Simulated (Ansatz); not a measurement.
Ansatz (an electronic-structure program) input:

Ansatz 0.2 input:
```yaml
crystal:
  lattice:
    - [0.0, 2.504036701, 2.504036701]
    - [2.504036701, 0.0, 2.504036701]
    - [2.504036701, 2.504036701, 0.0]
  atoms:
    - { symbol: Ir, position: [0.0, 0.0, 0.0] }
    - { symbol: Al, position: [0.5, 0.5, 0.5] }
kpoints:
  mp_grid: { grid: [29, 29, 29] }
hamiltonian:
  xc: r2scan
  pseudopotentials: { kind: paw }
scf:
  occupations: { method: fermi_dirac, width: 0.1 }
elastic: { mode: relaxed_ion, stencil: two_point, amplitude: 0.005, f_tol: 0.0005 }
```

Output (shortened):

```
Pseudopotentials: kind: paw
Pseudopotential: Ir, paw, valence charge 17
Pseudopotential: Al, paw, valence charge 3
Functional definition: r2SCAN
Crystal: 2 atoms, lattice volume = 31.402 Å³
Basis set: ecut = 500 eV, 821 PW (Γ), exchange–correlation on 108×108×108 points (64 copies of the dense FFT grid, shifted against one another)
Bands: 14, of which v1, the nominal top of the filled ones, is band 10 counted from 1 (9 counted from 0)
Symmetry: 48 space group operations
Space group: Fm-3m (ITA 225), of the structure as read, at distance tolerance 3.2e-5 Å
k-points: 680 of 24389
PAW frozen core: Ir, regenerated for the run's functional
PAW frozen core: Al, regenerated for the run's functional
Initial wavefunctions: pseudopotential atomic-orbital guess
Eigensolver: davidson
Functional: x = r2scan, c = r2scan; τ floored in thin density (d = 2e-4 eV/Å³)
all-band conjugate gradients solve this SCF's bands
SCF 1 converged in 10 iterations: F = -12489.220943 eV  dr2 = 6.42e-14
Crystal: 2 atoms, lattice volume = 31.402 Å³
Initial density: handed on by an earlier stage of this run
Initial wavefunctions: those handed on with the density
SCF 2 converged in 2 iterations: F = -12489.220943 eV  dr2 = 2.74e-14
density extrapolation: transplant  |δρ|_rms = 2.198e-2 e/Å³  SAD shift = 6.658e-3 e/Å³
Crystal: 2 atoms, lattice volume = 31.245 Å³
Basis set: ecut = 500 eV, 797 PW (Γ), exchange–correlation on 108×108×108 points (64 copies of the dense FFT grid, shifted against one another)
Symmetry: 16 space group operations
k-points: 1800 of 24389
SCF 3 converged in 10 iterations: F = -12489.220034 eV  dr2 = 5.90e-15
density extrapolation: first-order (α = -2.000)  |δρ|_rms = 2.198e-2 e/Å³  SAD shift = 6.604e-3 e/Å³
Crystal: 2 atoms, lattice volume = 31.559 Å³
Basis set: ecut = 500 eV, 837 PW (Γ), exchange–correlation on 108×108×108 points (64 copies of the dense FFT grid, shifted against one another)
SCF 4 converged in 8 iterations: F = -12489.220223 eV  dr2 = 1.05e-14
density extrapolation: transplant  |δρ|_rms = 2.198e-2 e/Å³  SAD shift = 3.575e-3 e/Å³
Crystal: 2 atoms, lattice volume = 31.401 Å³
Symmetry: 8 space group operations
k-points: 3375 of 24389
SCF 5 converged in 10 iterations: F = -12489.221172 eV  dr2 = 4.89e-14
density extrapolation: first-order (α = -2.000)  |δρ|_rms = 2.198e-2 e/Å³  SAD shift = 3.575e-3 e/Å³
Crystal: 2 atoms, lattice volume = 31.401 Å³
SCF 6 converged in 8 iterations: F = -12489.221172 eV  dr2 = 7.94e-16
SCF converged after 2 iterations
Free energy (F): -12489.220943 eV
Harris-Foulkes:  -12489.220943 eV  (|F-HF|=9.09e-12)
Internal energy: -12489.190830 eV  (E = F + TS)
E sigma→0 (E₀):  -12489.205886 eV
Entropy (-TS):   -0.030113 eV (-15.057 meV/atom)
Fermi energy:    14.439280 eV
--- Per-component energies (eV) ---
  E_band       = -232.667273
  E_kinetic    = 651.676054
  E_local      = -1790.099244  (includes V_loc(G=0)·N_el)
  E_nonlocal   = 86.527329
  E_hartree    = 703.962484
  E_xc         = -292.551983
  E_vxc        = -366.322129  (∫ρ·V_xc dr)
  E_paw        = -9724.294488  (= ΣΔE_a)
  E_vpaw       = -245.267158  (= ΣTr[D̂ρ^β])
  E_aug_tail   = -0.000016  (compensation charges beyond the density's cutoff)
  E_vtau       = 22.892924  (kinetic-family band-sum trace: ∫τ·v_τ [+ j·A + Jᵃ·Aᵃ] dr)
  E_ewald      = -2124.033965
  E_core_change = -0.377002  (= ΣΔE_core)
  E_smearing   = -0.030113  (= −TS)
  E_closure    = 0.000000  (closes the sum)
  Σ components = -12489.220943   (vs F -12489.220943, Δ=0.00e0)
--- Forces (eV/Å), atoms counted from 1 ---
  atom   1  Ir     0.00000000     0.00000000     0.00000000
  atom   2  Al     0.00000000     0.00000000     0.00000000
  max |Σ_I F_I| component: 0.0 eV/Å
--- Stress (GPa, compression-positive) ---
        0.079723       0.000000       0.000000
        0.000000       0.079723       0.000000
        0.000000       0.000000       0.079723
  P = ⅓ Tr σ = 0.0797 GPa (0.797 kbar)
  The stress holds the Pulay correction. Without it, at fixed plane waves, as pw.x and ABINIT print it: P = 0.0109 GPa
  The stress includes an estimate of the error left by incomplete SCF convergence (largest component  0.0000 GPa …
--- Band table (eV; the first three rows and the last of 680) ---
  k-point 0: bands = ["-78.6039", "-34.9644", "-34.9644", "-34.9644", "4.1259", "11.7876", "11.7876", "11.7876", "12.0711", "12.0711", "21.1943", "21.1943", "21.1943", "25.3773"]
  k-point 1: bands = ["-78.6039", "-34.9650", "-34.9645", "-34.9645", "4.1525", "11.7723", "11.7972", "11.7972", "12.0620", "12.0620", "21.1073", "21.2292", "21.2292", "25.3817"]
  k-point 2: bands = ["-78.6038", "-34.9667", "-34.9648", "-34.9648", "4.2321", "11.7271", "11.8171", "11.8171", "12.0445", "12.0445", "20.8553", "21.3317", "21.3317", "25.3812"]
  k-point 679: bands = ["-78.6022", "-34.9970", "-34.9955", "-34.9842", "8.6565", "10.7136", "10.7292", "11.1645", "14.0773", "14.1530", "15.7322", "15.8810", "17.9026", "26.8040"]
  band table: 14 of 14 bands, residual norms ≤ 1.0e-3 eV
--- Elastic constants: 2 strain directions × 2 members + reference (group order 48) ---
  dense FFT box of the reference and of every strained cell: 27×27×27
  strains applied: 11, 23; error gains: componentwise 1.00 (the most a stress slope's error grows in a printed constant), spectral 1.73 (1 for all six strains …
  C = ∂σ_k/∂η_j (tension-positive GPa; Voigt order 11 22 33 23 13 12):
       332.312     84.056     84.056      0.000      0.000      0.000
        84.056    332.312     84.056      0.000      0.000      0.000
        84.056     84.056    332.312      0.000      0.000      0.000
         0.000      0.000      0.000    -93.977      0.000      0.000
         0.000      0.000      0.000      0.000    -93.977      0.000
         0.000      0.000      0.000      0.000      0.000    -93.977
  reference stress σ⁰ (GPa):     -0.080     -0.080     -0.080      0.000      0.000      0.000
  moduli (Voigt/Reuss/Hill, GPa): K = 166.81/166.81/166.81   G = -6.73/-316.25/-161.49   E = -715.32   ν = 1.215
  mechanically stable: NO (min eigenvalue of sym C = -93.98 GPa)
  strain η (Voigt 11):  stress-route row diagonal C_11 = 332.31 GPa, energy-path curvature d²(F+E_count+ΔE)/dδ²/Ω₀ = 332.24 GPa
         δ    σ_11 (GPa)             F (eV)   n_scf  n_hpsi   n_pw
    -5.000e-3      -1.7910      -12489.2200335      10  557668    817   relax 0 steps, max|allowed force component| 0.00e0 eV/Å
     5.000e-3       1.5321      -12489.2202233       8  462991    837   relax 0 steps, max|allowed force component| 0.0 eV/Å
  strain η (Voigt 23):  stress-route row diagonal C_44 = -93.98 GPa, energy-path curvature d²(F+E_count+ΔE)/dδ²/Ω₀ = -93.94 GPa
         δ    σ_23 (GPa)             F (eV)   n_scf  n_hpsi   n_pw
    -5.000e-3       0.4699      -12489.2211725      10  1053018    821   relax 0 steps, max|allowed force component| 0.0 eV/Å
     5.000e-3      -0.4699      -12489.2211725       8  872302    821   relax 0 steps, max|allowed force component| 0.0 eV/Å
```

Cost: very roughly 8 core-minutes on shared cores.

The start of the workflow was typed in or built on a structure type; neither database checked (COD, Materials Project) lists it. Whether it is the stable phase at ambient conditions was not checked. The cell was relaxed with r²SCAN under the symmetry of its start. At this level the phase is mechanically unstable. The run is not spin-polarised. As this level gives no gap, shear constants depend on the k-mesh and smearing (Fermi–Dirac, 0.1 eV here). Scalar-relativistic: spin–orbit coupling is off unless named, which matters more the heavier the elements.

Potentials: the later of the program's two PAW sets.

Ansatz is a plane-wave DFT program.
